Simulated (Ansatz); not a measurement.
# Property card for SnS2

SnS2:
```cif
data_S2Sn
_chemical_formula_sum 'Sn1 S2'
_space_group_name_H-M_alt 'P 1'
_space_group_IT_number 1
_cell_length_a 4.59198
_cell_length_b 4.59198
_cell_length_c 4.59198
_cell_angle_alpha 60.000
_cell_angle_beta 60.000
_cell_angle_gamma 60.000
loop_
_space_group_symop_operation_xyz
  'x, y, z'
loop_
_atom_site_label
_atom_site_type_symbol
_atom_site_fract_x
_atom_site_fract_y
_atom_site_fract_z
_atom_site_occupancy
Sn1 Sn 0.00000 0.00000 0.00000 1
S1 S 0.25000 0.25000 0.25000 1
S2 S 0.75000 0.75000 0.75000 1
```

Space group Fm-3m (No. 225), fluorite; conventional cell a = 6.494 Å, b = 6.494 Å, c = 6.494 Å, α = 90.00°, β = 90.00°, γ = 90.00°.

Method: PBE (plane waves, PAW; program Ansatz). Geometry: relaxed at this level of theory. Other levels are named where they apply.

### Cell and energy

* **Volume per atom**: 22.82 Å³
* **Density**: 4.43 g/cm³
* **Formation energy from the elements (no fitted shifts)**: 161 meV/atom

### Electronic structure

- Electronic character: metallic (no gap)
- Density of states at the Fermi level: 1.1 states/eV per atom (mean over ±0.08 eV)

### Mechanics

- Bulk modulus (Birch–Murnaghan fit): 60.7 GPa
- Pressure derivative B′: 5.0

A made-up cell: these elements were put on the sites of a structure type; neither database checked (COD, Materials Project) lists it. It is not the phase usual at ambient conditions (space group No. 164). The PBE relaxation kept the symmetry of its start; its stability against distortions is not shown here. The references are the lowest solids computed at this level, not always the standard phases. Scalar-relativistic: spin–orbit coupling is off unless named, which matters more the heavier the elements.

Potentials: the later of the program's two PAW sets.
